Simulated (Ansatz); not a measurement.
Input:

Ba:
```
Ba
1.0
    0.00000     3.70181     3.70181
    3.70181     0.00000     3.70181
    3.70181     3.70181     0.00000
Ba
2
Direct
  0.00000   0.00000   0.00000
  0.25000   0.25000   0.25000
```

This is the PBEsol-relaxed structure.

**Question.** All from PBEsol in the plane-wave PAW code Ansatz, unless another level is named. Give the density of states at the Fermi level.

**Answer.** 0.40 states/eV per atom (mean over ±0.08 eV).

**Question.** What about the gap with spin–orbit coupling?

**Answer.** none (metallic).

Space group Fd-3m (diamond). The start of the workflow was typed in or built on a structure type; neither database checked (COD, Materials Project) lists it. It is not the phase usual at ambient conditions (space group No. 229). The cell was relaxed with PBEsol under the symmetry of its start. At this level the phase is mechanically unstable. The volume moved by -49 % from the start of the relaxation. Spin–orbit coupling is left out wherever it is not named.

Potentials: the later of the program's two PAW sets.
